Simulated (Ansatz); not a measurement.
Te2Mo:
Space group P6₃/mmc (No. 194); a = 3.546 Å, b = 3.546 Å, c = 14.256 Å, α = 90.00°, β = 90.00°, γ = 120.00°

```tsv
atom	site	symmetry	x	y	z
Mo	2c	-6m2	0.3333	0.6667	0.2500
Te	4f	3m.	0.6667	0.3333	0.1243
```

Relaxed with r²SCAN+D4. 

HSE06 on this cell (Ansatz, a first-principles code, PAW) gives a gap of 1.22 eV. What does r²SCAN+D4 give?

0.91 eV.

Cost on shared cores: the r²SCAN+D4 run (SCF on a 9×9×2 mesh, then bands and DOS) very roughly 90 core-seconds, the HSE06 run (SCF on 5×5×2, then a few points) around 80 core-seconds (rough); the tasks are unlike.

Space group P6_3/mmc. The r²SCAN+D4 relaxation kept the symmetry of its start. No spin polarisation was allowed. Scalar-relativistic: spin–orbit coupling is off unless named, which matters more the heavier the elements.

Potentials: the later of the program's two PAW sets.

Ansatz is a plane-wave DFT program.
